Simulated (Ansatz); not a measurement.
Screening note. At an interface, nitrogen moves towards the element that binds it most strongly. Formation energy per nitrogen atom ranks the binary nitrides, and the reference for it cancels in every difference.

β-Si3N4 serves as the reference. Reaction per N atom: the row's nitride plus the reference's other element gives the reference nitride plus the row's element.

Where the numbers come from (Ansatz, a plane-wave PAW program): ΔH_f: r²SCAN, 0 K, against the elements in the same set-up, no fitted corrections; the partner's electronegativity: pymatgen's element table.

Runs started from generated or typed cells of the structure named: AlN; GaN. No claim is made that these are known or stable phases: TaN (P-62m, hP6); Mo2N (R-3m, hR3). Over 15 meV/atom above the lowest phase of their formula at hand: Mo2N (R-3m, hR3) (16 meV/atom, r²SCAN). Spin–orbit coupling is left out unless named. ΔH_f counts from the lowest computed solid of each element, oxygen or nitrogen as a molecular crystal: Al (Fm-3m), Ga (Cmce), Mo (Im-3m), N (Pa-3), Si (Fd-3m), Ta (Im-3m).

```csv
crystal,ΔH_f (eV/atom),atoms per N,electronegativity of the partner (Pauling)
"TaN (P-62m, hP6)",−1.350,2.000,1.50
"Mo2N (R-3m, hR3)",−0.300,3.000,2.16
"β-Si3N4, reference",−1.273,1.750,1.90
AlN (wurtzite),−1.624,2.000,1.61
GaN (wurtzite),−0.645,2.000,1.81
```

Working rules: energy per N = ΔH_f × atoms per N; reaction energy = reference − row (positive: the row is not reduced).

### Question
Compute energy per N and reaction energy for GaN, showing the steps.

### Answer

1. energy per N: −0.645 × 2.000 = −1.290 eV
2. reaction energy: (−2.228) − (−1.290) = −0.94 eV

### Question
Put the candidates in order of reaction energy, most stable first.

### Answer
The same steps for every row:

| crystal | energy per N (eV) | reaction energy (eV) |
|---|---|---|
| TaN (P-62m, hP6) | −2.700 | 0.47 |
| Mo2N (R-3m, hR3) | −0.900 | −1.33 |
| β-Si3N4, reference | −2.228 | 0.00 |
| AlN (wurtzite) | −3.248 | 1.02 |
| GaN (wurtzite) | −1.290 | −0.94 |

By reaction energy (most stable first): AlN (1.02 ± 0.084), TaN (P-62m, hP6) (0.47 ± 0.084), β-Si3N4 (0.00 ± 0.074), GaN (−0.94 ± 0.084), Mo2N (R-3m, hR3) (−1.33 ± 0.12). The ± follows from allowances picked for this note (ΔH_f 0.04 eV/atom, 0.025 eV on the figure itself), carried to first order and added in quadrature, each row's own inputs moving alone; ≈ joins neighbours closer than their two ± added in quadrature. 2 of the 4 others clearly beat the reference on this figure.

Not reduced by the reference's element: TaN (P-62m, hP6), AlN (the elements of such rows can in turn scavenge nitrogen from β-Si3N4). Reduced: Mo2N (R-3m, hR3), GaN.

Lower nitrides of the row's element, ternary and intermetallic products and entropy are ignored and can undo a positive result. Uncorrected formation energies carry the functional's error for the molecule, which cancels in the reaction energy. Phases over 50 meV/atom above the lowest one at hand were not drawn (by r²SCAN where it compared them, else by the largest value; a layered or molecular lowest phase counts only with a dispersion term); other phases could lie lower still. The rows are a sample and no shortlist: familiar crystals first, some related and some not, whatever their agreement with measurement; tables with many equal figures were not kept. Limits of the draw: ΔH_f under −0.1 eV/atom; for ΔH_f, runs without a dispersion term, no Mn, and elements whose lowest cell is their usual one. As a rule kept out of such tables: 4f compounds, open-shell compounds run without a Hubbard term, cells found unstable in the tests at hand, cells close to a higher symmetry, and runs set to a pressure or over 12 % in volume from the crystal's fullest run.
